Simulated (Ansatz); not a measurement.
Os (fcc (Cu type), Fm-3m) at seven volumes, r²SCAN+D4 (plane waves, PAW; program Ansatz), scaled uniformly. One row is withheld.

| V (Å³/atom) | P (GPa) |
|---|---|
| 12.738 | 50.13 |
| 13.158 | 30.52 |
| 13.578 | 13.97 |
| 13.998 | 0.00 |
| 14.418 | ? |
| 14.838 | -21.65 |
| 15.258 | -29.93 |

Task: Fit the shown pressures and predict the withheld one.

Result: P = (3/2)B₀(x^(7/2) − x^(5/2))[1 + (3/4)(B′ − 4)(x − 1)] with x = (V₀/V)^(2/3). Least squares on the six rows gives V₀ = 13.999 Å³/atom, B₀ = 426 GPa, B′ = 4.69. At V = 14.418, x = 0.9805 and P = -11.72 GPa. The run itself gave -11.76 GPa.

The workflow started from an entry of the Crystallography Open Database (COD), which files this formula under 2 space groups. It is not the phase usual at ambient conditions (space group No. 194). The r²SCAN+D4 relaxation kept the symmetry of its start; its stability against distortions is not shown here. The run is not spin-polarised. The pairwise dispersion correction was not fitted to metals. Scalar-relativistic: spin–orbit coupling is off unless named, which matters more the heavier the elements.

Potentials: the later of the program's two PAW sets.
